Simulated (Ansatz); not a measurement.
input.yaml (Ansatz 0.2.0):

```yaml
crystal:
  lattice:
    - [5.0698804992, 0.0, 0.0]
    - [0.0, 5.0698804992, 0.0]
    - [0.0, 0.0, 5.0698804992]
  atoms:
    - { symbol: Ti, position: [0.0, 0.0, 0.0], spin: 0.44 }
    - { symbol: Br, position: [0.5, 0.0, 0.0] }
    - { symbol: Br, position: [0.0, 0.0, 0.5] }
    - { symbol: Br, position: [0.0, 0.5, 0.0] }
basis:
  ecutwfc: 420
  ecutrho_ratio: 4
kpoints:
  mp_grid: { grid: [6, 6, 6] }
hamiltonian:
  xc: pbesol
scf:
  occupations: { method: gaussian, width: 0.05 }
output:
  forces: true
  stress: true
  eigenvalues: true
  populations: true
magnetization:
  spin_polarized: true
```

Launched as:
```sh
ansatz run input.yaml --threads 4 --pin off --max-ram 4096MiB --backend cpu --events-out ev --progress --plain --runs-dir out
```

The start was a prototype's sites filled with these elements. The Crystallography Open Database lists the compound in space groups P-1, R-3, so this is a trial structure. The ideal cubic cell shuts out tilts of the octahedra, which such structures often take.

What will the run give?

Pressure -0.8 GPa, gap on the mesh zero (metallic), site spin moments Ti 0.41 μB (PBEsol, scalar-relativistic).

About how long does the run take on 4 threads of Arm Neoverse N1, with other jobs on the host, and how much memory does it need?

About 5.2 s, with a peak of 0.52 GiB.

What the program printed, in part:

```
Pseudopotentials: kind: paw
Pseudopotential: Ti, paw, valence charge 12, recommended cutoff 420 eV (normal), Ti.paw.azcp
Pseudopotential: Br, paw, valence charge 7, recommended cutoff 420 eV (normal), Br.paw.azcp
Crystal: 4 atoms, lattice volume = 130.315 Å³
Basis set: ecut = 420 eV, 2517 PW (Γ), exchange–correlation on 72×72×72 points (8 copies of the dense FFT grid, shifted against one another)
Bands: 21, of which v1, the nominal top of the filled ones, is band 17 counted from 1 (16 counted from 0)
Symmetry: 48 space group operations
Space group: Pm-3m (ITA 221), of the structure as read, at distance tolerance 5.1e-5 Å
Magnetic group: BNS 221.92 (UNI 1594), of the structure as read, at distance tolerance 5.1e-5 Å
k-points: 20 of 216
Initial density: superposition of atomic densities (chi_scale 0.1, normalization cell, long waves kept (reshape's long-wave potential 0.00 eV rms))
Starting moments: Σ|m| = 0.44 μB on 1 of 4 sites
Initial wavefunctions: pseudopotential atomic-orbital guess
Functional: x = pbesol(κ = 0.804, μ = 0.12346), c = pbesol(β = 0.046)
iter 1 solved again at ethr=2.09e-3 eV; its pass at ethr=3.10e-3 eV (dr2=6.89e-1 eV) is discarded
```

```
SCF iter   1: F=—  HF=-10687.393866 eV  |F-HF|=—  |Δ(HF+E_count)|=         —  Δρ=1.02e-2 (↑1.02e-2 ↓7.46e-3)  dr2=6.96e-1  dr2_m=1.02e-2  M=0.500 μB ∫|m|=0.529 μB
Mixer restart at iter 1: flushing history
SCF iter   2: F=—  HF=-10687.452649 eV  |F-HF|=—  |Δ(HF+E_count)|=   5.88e-2  Δρ=7.35e-3 (↑7.35e-3 ↓5.72e-3)  dr2=4.42e-1  dr2_m=4.92e-3  M=0.500 μB ∫|m|=0.533 μB
SCF iter   3: F=—  HF=-10687.381759 eV  |F-HF|=—  |Δ(HF+E_count)|=   7.09e-2  Δρ=1.63e-3 (↑1.63e-3 ↓1.23e-3)  dr2=1.27e-2  dr2_m=9.06e-5  M=0.500 μB ∫|m|=0.545 μB
SCF iter   4: F=—  HF=-10687.398835 eV  |F-HF|=—  |Δ(HF+E_count)|=   1.71e-2  Δρ=4.72e-4 (↑4.72e-4 ↓3.45e-4)  dr2=1.01e-3  dr2_m=2.44e-5  M=0.500 μB ∫|m|=0.547 μB
SCF iter   5: F=—  HF=-10687.398750 eV  |F-HF|=—  |Δ(HF+E_count)|=   8.52e-5  Δρ=2.73e-4 (↑2.73e-4 ↓2.43e-4)  dr2=5.40e-4  dr2_m=1.02e-6  M=0.500 μB ∫|m|=0.548 μB
SCF iter   6: F=—  HF=-10687.398823 eV  |F-HF|=—  |Δ(HF+E_count)|=   7.25e-5  Δρ=1.50e-4 (↑1.50e-4 ↓1.34e-4)  dr2=1.68e-4  dr2_m=2.80e-7  M=0.500 μB ∫|m|=0.549 μB
SCF iter   7: F=—  HF=-10687.398835 eV  |F-HF|=—  |Δ(HF+E_count)|=   1.28e-5  Δρ=2.57e-5 (↑2.57e-5 ↓2.34e-5)  dr2=4.52e-6  dr2_m=1.99e-8  M=0.500 μB ∫|m|=0.549 μB
SCF iter   8: F=—  HF=-10687.398808 eV  |F-HF|=—  |Δ(HF+E_count)|=   2.70e-5  Δρ=4.40e-6 (↑3.70e-6 ↓4.40e-6)  dr2=1.45e-7  dr2_m=9.37e-10  M=0.500 μB ∫|m|=0.549 μB
SCF iter   9: F=—  HF=-10687.398808 eV  |F-HF|=—  |Δ(HF+E_count)|=   2.35e-8  Δρ=1.03e-6 (↑8.50e-7 ↓1.03e-6)  dr2=2.50e-9  dr2_m=2.64e-10  M=0.500 μB ∫|m|=0.549 μB
SCF iter  10: F=-10687.398808 eV  HF=-10687.398808 eV  |F-HF|=2.20e-9  |Δ(HF+E_count)|=   2.39e-9  Δρ=4.80e-7 (↑4.58e-7 ↓4.80e-7)  dr2=2.44e-9  dr2_m=6.78e-12  M=0.500 μB ∫|m|=0.550 μB
```

```
SCF 1 converged in 10 iterations: F = -10687.398808 eV  dr2 = 2.44e-9
SCF converged after 10 iterations
Magnetization: 0.5000 μB (16.7500 up, 16.2500 down)
Absolute magnetization: 0.5493 μB (∫|ρ↑−ρ↓|, with the PAW one-centre terms)
Per-site moments (μB) at R_I (Å): [(0.40805, 1.04566), (-0.00682, 1.04566), (-0.00682, 1.04566), (-0.00682, 1.04566)]
Free energy (F): -10687.398808 eV
E sigma→0 (E₀):  -10687.396528 eV
Entropy (-TS):   -0.004560 eV (-1.140 meV/atom)
Fermi energy:    3.758656 eV
--- Forces (eV/Å), atoms counted from 1 ---
  atom   1  Ti     0.00000000     0.00000000     0.00000000
  atom   2  Br     0.00000000     0.00000000     0.00000000
  atom   3  Br     0.00000000     0.00000000     0.00000000
  atom   4  Br     0.00000000     0.00000000     0.00000000
--- Stress (GPa, compression-positive) ---
       -0.822715       0.000000       0.000000
        0.000000      -0.822715       0.000000
        0.000000       0.000000      -0.822715
  P = ⅓ Tr σ = -0.8227 GPa (-8.227 kbar)
--- Band table (eV; the first three rows and the last of 40) ---
  k-point 0 ↑: bands = ["-54.5782", "-30.9393", "-30.9393", "-30.9393", "-12.3884", "-11.5284", "-11.5284", "-1.3496", "-1.3496", "-1.3496", "1.1435", "1.1435", "1.1435", "1.4972", "1.4972", "1.4972", "2.9587", "2.9587", "2.9587", "3.8928", "3.8928"]
  k-point 1 ↑: bands = ["-54.5783", "-30.9401", "-30.9393", "-30.9393", "-12.3322", "-11.5526", "-11.5265", "-1.4762", "-1.2883", "-1.2883", "0.9009", "0.9009", "1.0176", "1.0867", "1.3981", "1.3981", "2.9630", "3.3344", "3.3344", "3.8935", "4.3173"]
  k-point 2 ↑: bands = ["-54.5783", "-30.9415", "-30.9392", "-30.9392", "-12.2023", "-11.6175", "-11.5227", "-1.7367", "-1.1332", "-1.1332", "0.4027", "0.4061", "0.4061", "0.9778", "1.3703", "1.3703", "2.9716", "3.8949", "3.9002", "3.9002", "4.7508"]
  k-point 19 ↓: bands = ["-54.1505", "-30.5153", "-30.5153", "-30.5153", "-11.6407", "-11.6407", "-11.6407", "-3.1410", "-1.1213", "-1.1213", "-0.9939", "-0.9939", "-0.9939", "2.1282", "2.1282", "2.1282", "4.8620", "4.8620", "4.8620", "7.3588", "7.3588"]
--- Löwdin populations: 4 sites ---
  site symbol       q [e]    m [muB]
     0     Ti     11.3492     0.5316
     1     Br      7.1738    -0.0138
     2     Br      7.1738    -0.0138
     3     Br      7.1738    -0.0138
```

Site moments are of spin, integrated over atomic spheres. Only parallel moments were tried, so the real magnetic order may be another.
